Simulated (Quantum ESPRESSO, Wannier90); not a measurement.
**Wannierisation of Te2Pd (P-3m1)**

```xyz
3
Lattice="4.0701 0.0000 0.0000 -2.0350 3.5248 0.0000 0.0000 0.0000 5.2331" Properties=species:S:1:pos:R:3 pbc="T T T"
Te     2.0350    -1.1749     1.3663
Te    -2.0350     1.1749    -1.3663
Pd     0.0000     0.0000     0.0000
```

Cell from Materials Project (mp-782), symmetrised, no further relaxation. COD (Crystallography Open Database) has an entry of this formula and space group (matched by these alone). Computed values, not measurements, from PBEsol: Quantum ESPRESSO (norm-conserving PseudoDojo potentials, cutoff 66 Ry, no spin polarisation, no spin-orbit coupling) on a Γ-centred 6×6×4 mesh, then Wannier90. Density: 12×12×6 mesh, cold smearing 0.01 Ry. The cell is built of weakly bound layers, chains or molecules, whose nearest atoms lie 3.43 Å apart. Database cells relaxed without dispersion often hold them too far apart, which can enlarge gaps and weakens couplings between them; spacing and stacking were not compared with the measured crystal. Spin-orbit coupling is left out although heavy elements are present.

Base run: 17 functions from bands 1-4,15-37 of the 37 computed, start hydrogen-like Te: s;p; Pd: s;p;d, centres 0.05 Å off the atoms, frozen window up to 1.50 eV relative to the Fermi level, outer window open. Bands 5–14 (Te 4d 100 %) lie between the kept ones and are excluded. Rows change the key named; with other orbitals the number of functions and the frozen window follow, as listed; window edges are relative to the Fermi level. The misfit compares interpolated bands with pw.x on a high-symmetry path, for states up to 1.0 eV relative to the Fermi level. Converged means that the tolerances were met: symmetric starts can stop on a saddle, which shows as a larger Ω_OD at equal Ω_I and can move the misfit too.

Rows with other orbitals or bands describe another subspace, so their Ω_I can't be set against the base's. Runs that didn't settle are not listed.

```json
[
 {"setting": "base", "orbitals": "Te sp, Pd spd", "bands": "1-4,15-37", "functions": "17", "frozen to (eV)": "1.50", "Ω_I (Å²)": "16.91", "Ω_D (Å²)": "0.02", "Ω_OD (Å²)": "3.68", "rms misfit (meV)": "5.8", "worst (meV)": "57", "ended": "converged"},
 {"setting": "num_iter = 0 (projection only), orbitals on the atoms", "orbitals": "Te sp, Pd spd", "bands": "1-4,15-37", "functions": "17", "frozen to (eV)": "1.50", "Ω_I (Å²)": "16.91", "Ω_D (Å²)": "0.05", "Ω_OD (Å²)": "9.89", "rms misfit (meV)": "16", "worst (meV)": "177", "ended": "no minimisation"},
 {"setting": "start: the same orbitals exactly on the atoms", "orbitals": "Te sp, Pd spd", "bands": "1-4,15-37", "functions": "17", "frozen to (eV)": "1.50", "Ω_I (Å²)": "16.91", "Ω_D (Å²)": "0.02", "Ω_OD (Å²)": "4.85", "rms misfit (meV)": "5.9", "worst (meV)": "56", "ended": "converged"},
 {"setting": "other orbitals: Te: s;p; Pd: s;d", "orbitals": "Te sp, Pd sd", "bands": "1,15-37", "functions": "14", "frozen to (eV)": "1.50", "Ω_I (Å²)": "17.75", "Ω_D (Å²)": "0.02", "Ω_OD (Å²)": "3.00", "rms misfit (meV)": "6.4", "worst (meV)": "57", "ended": "converged"},
 {"setting": "start: atomic waves of the pseudopotential files", "orbitals": "Te 5s, Te 5p, Pd 4s, Pd 4p, Pd 4d", "bands": "1-4,15-37", "functions": "17", "frozen to (eV)": "1.50", "Ω_I (Å²)": "16.91", "Ω_D (Å²)": "0.02", "Ω_OD (Å²)": "5.56", "rms misfit (meV)": "5.3", "worst (meV)": "54", "ended": "converged"},
 {"setting": "start: SCDM erfc, mu = fit minus three sigma, no disentanglement steps", "orbitals": "Te 5s, Te 5p, Pd 4s, Pd 4p, Pd 4d", "bands": "1-4,15-37", "functions": "17", "frozen to (eV)": "none", "Ω_I (Å²)": "17.26", "Ω_D (Å²)": "0.02", "Ω_OD (Å²)": "3.84", "rms misfit (meV)": "5.8", "worst (meV)": "58", "ended": "converged"},
 {"setting": "start: SCDM erfc with a higher mu, no disentanglement steps", "orbitals": "Te 5s, Te 5p, Pd 4s, Pd 4p, Pd 4d", "bands": "1-4,15-37", "functions": "17", "frozen to (eV)": "none", "Ω_I (Å²)": "17.26", "Ω_D (Å²)": "0.02", "Ω_OD (Å²)": "3.83", "rms misfit (meV)": "5.8", "worst (meV)": "58", "ended": "converged"}
]
```
